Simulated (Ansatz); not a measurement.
YN (zinc blende, F-43m), PBE (plane waves, PAW; program Ansatz), all energies at zero smearing, with the estimated change up to a 700 eV cutoff added, with one set of potentials and settings (totals compare only within such a set). Cell of 2 atoms (1 N, 1 Y): -4235.608 eV.

| element | reference phase | E (eV/atom) |
|---|---|---|
| N | Pa-3, 8 atoms in the cell | -384.0342 |
| Y | P6_3/mmc, 2 atoms in the cell | -3848.6897 |

Formation energy per atom, worked out: (-4235.608 − 1×(-384.0342) − 1×(-3848.6897))/2 = -1.442 eV/atom (-139 kJ per mol of atoms), at 0 K, without zero-point energy or fitted corrections.

The start of the workflow was typed in or built on a structure type; the Crystallography Open Database copy checked does not list it. COD files the formula under space group No. 225, so this cell is another polymorph or a model. Its standing as an ambient phase is unchecked. The PBE relaxation kept the symmetry of its start; its stability against distortions is not shown here. No spin polarisation was allowed. The references are the lowest solids computed at this level, not always the standard phases (solids in place of the gases).

Potentials: the earlier of the program's two PAW sets.
